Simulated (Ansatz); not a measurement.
MoPt:
```
MoPt
1.0
    2.77462     0.00000     0.00000
   -1.38731     2.40289     0.00000
    0.00000     0.00000     4.49342
Mo Pt
1 1
Direct
  0.66667   0.33333   0.00000
  0.33333   0.66667   0.50000
```

Relaxed with PBEsol. Special points in fractions of this cell's reciprocal vectors: Γ (0.000, 0.000, 0.000); M (0.500, 0.000, 0.000); K (0.333, 0.333, 0.000); A (0.000, 0.000, 0.500); L (0.500, 0.000, 0.500); H (0.333, 0.333, 0.500).

Problem. List the band energies nearest the Fermi level at these points for PBEsol with spin–orbit coupling in the plane-wave PAW code Ansatz.

Solution. In eV from the Fermi level; about four levels below and three above (degenerate sets whole), none deeper than 8.9 eV; points with the same levels are listed once.

```csv
k,below,above
Γ,-0.81 -0.81 -0.64 -0.64,0.07 0.07 2.15 2.15
M,-1.68 -1.68 -0.42 -0.42,2.45 2.45 3.05 3.05
K,-2.14 -2.08 -0.82 -0.62,0.44 0.62 1.14
A,-2.49 -2.49 -2.32 -2.32,0.07 0.07 0.12 0.12
L,-1.05 -1.05 -0.47 -0.47,0.62 0.62 1.07 1.07
H,-1.47 -1.04 -0.68 -0.50,0.19 0.28 2.27
```

Space group P-6m2. The workflow started from a Materials Project entry (that database holds measured and hypothetical structures alike); the Crystallography Open Database copy checked does not list it. With Mo and Pt taken as one species the cell has the higher symmetry P6_3/mmc, so it may be an ordered model of a mixed-site phase. Its standing as an ambient phase is unchecked. The PBEsol relaxation kept the symmetry of its start; whether a distortion lowers the energy is not shown. The run is not spin-polarised.

Potentials: the later of the program's two PAW sets.
